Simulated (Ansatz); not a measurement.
Generalised stacking fault of NaCl (rock salt) on the {100} plane. The cell below holds the perfect crystal with the plane normal along z; tilting its third vector by the shift puts one fault into each cell, between planes 2.80 Å apart, at fixed cell height.

```xyz
6
Lattice="3.9653 0.0000 0.0000 0.0000 3.9653 0.0000 1.9826 1.9826 8.4116" Properties=species:S:1:pos:R:3 pbc="T T T"
Cl     1.6522     1.6522     7.0097
Cl     1.6522     1.6522     1.4019
Cl     3.6348     3.6348     4.2058
Na     3.6348     3.6348     7.0097
Na     3.6348     3.6348     1.4019
Na     1.6522     1.6522     4.2058
```

In-plane vectors a = (3.965, 0.000) Å, b = (0.000, 3.965) Å, area 15.72 Å². The shift is s times the vector a + b (length 5.608 Å), so s = 1 restores the start. Atoms relax along the normal only. γ = [E(shift) − E(0)] / area.

Method: r2SCAN (plane waves to 500 eV, PAW, scalar-relativistic; Ansatz, an electronic-structure program). k mesh 7×7×7 (Γ-centred), Fermi-Dirac smearing 0.05 eV. E is the zero-smearing estimate. Faults lie only 8.4 Å apart, and holding the cell height raises γ above its relaxed value. NaCl was relaxed with its symmetry unable to fall. γ is measured from zero shift.

```tsv
s	γ (mJ/m²)
0.000	0
0.083	withheld
0.167	210
0.250	439
0.333	650
0.417	793
0.500	843
0.583	793
0.667	650
0.750	439
0.833	210
0.917	withheld
```

Q: Fit a Fourier form (three harmonics of 1 − cos and sin) to the given rows and predict γ at s = 0.917.

A: Least squares on the 10 given rows: γ = (426.8)·[1 − cos(2πs)] + (7.7)·[1 − cos(4πs)] + (-6.4)·[1 − cos(6πs)], in mJ/m²; root-mean-square residual 2.1 mJ/m². At 0.917 the fit gives 55 mJ/m²; the calculation gives 51 mJ/m², so the interpolation is off by 4 (+7.8 %). 

(The slope of γ gives the shear force per area between the displaced halves; near zero shift its curvature is an elastic stiffness.)
